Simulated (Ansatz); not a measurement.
KHgF3:
```cif
data_F3HgK
_chemical_formula_sum 'K1 Hg1 F3'
_space_group_name_H-M_alt 'P 1'
_space_group_IT_number 1
_cell_length_a 4.51797
_cell_length_b 4.51797
_cell_length_c 4.51841
_cell_angle_alpha 90.000
_cell_angle_beta 90.000
_cell_angle_gamma 90.014
loop_
_space_group_symop_operation_xyz
  'x, y, z'
loop_
_atom_site_label
_atom_site_type_symbol
_atom_site_fract_x
_atom_site_fract_y
_atom_site_fract_z
_atom_site_occupancy
K1 K 0.00000 0.00000 0.50000 1
Hg1 Hg 0.50000 0.50000 0.00000 1
F1 F 0.00000 0.50000 0.00000 1
F2 F 0.50000 0.00000 0.00000 1
F3 F 0.50000 0.50000 0.50000 1
```

Relaxed with r²SCAN. Independent-particle spectrum: no excitons, no local fields, no scissors shift; 0.1 eV broadening; ε₁ of the summed bands alone.

**Question.** Tabulate the dielectric function from r²SCAN in the plane-wave PAW code Ansatz.

**Answer.** 

| E (eV) | ε₁ xx | ε₂ xx |
|---|---|---|
| 0.0 | 2.50 | 0.00 |
| 0.5 | 2.51 | 0.00 |
| 1.0 | 2.54 | 0.00 |
| 1.5 | 2.59 | 0.00 |
| 2.0 | 2.67 | 0.00 |
| 2.5 | 2.79 | 0.00 |
| 3.0 | 3.00 | 0.00 |
| 3.5 | 3.44 | 0.00 |
| 4.0 | 4.99 | 1.01 |
| 4.5 | 3.21 | 3.06 |
| 5.0 | 0.84 | 2.90 |
| 5.5 | 1.27 | 1.13 |
| 6.0 | 1.30 | 1.49 |
| 6.5 | 0.98 | 0.82 |
| 7.0 | 1.45 | 0.41 |
| 7.5 | 2.01 | 0.69 |
| 8.0 | 1.37 | 0.66 |
| 8.5 | 1.61 | 0.39 |
| 9.0 | 1.82 | 0.40 |
| 9.5 | 2.15 | 0.40 |
| 10.0 | 2.13 | 1.25 |
| 10.5 | 1.90 | 1.10 |
| 11.0 | 1.55 | 1.17 |
| 11.5 | 1.68 | 1.01 |
| 12.0 | 1.76 | 1.02 |

**Question.** From ε at 5.8 eV (xx: 1.62 + 1.30i), find n, k, the normal reflectivity and the absorption coefficient.

**Answer.** n = 1.36, k = 0.478, R = 6 %, α = 2kE/ħc = 280000 cm⁻¹.

With all bands, ε∞ without local fields is 2.73.

Space group Pm-3m (cubic perovskite). The workflow started from a Materials Project entry (that database holds measured and hypothetical structures alike); the Crystallography Open Database copy checked does not list it. COD files the formula under space group No. 65. Whether it is the stable phase at ambient conditions was not checked. Symmetry was held in the r²SCAN relaxation; whether a distortion lowers the energy is not shown. Scalar-relativistic: spin–orbit coupling is off unless named, which matters more the heavier the elements.

Potentials: the later of the program's two PAW sets.
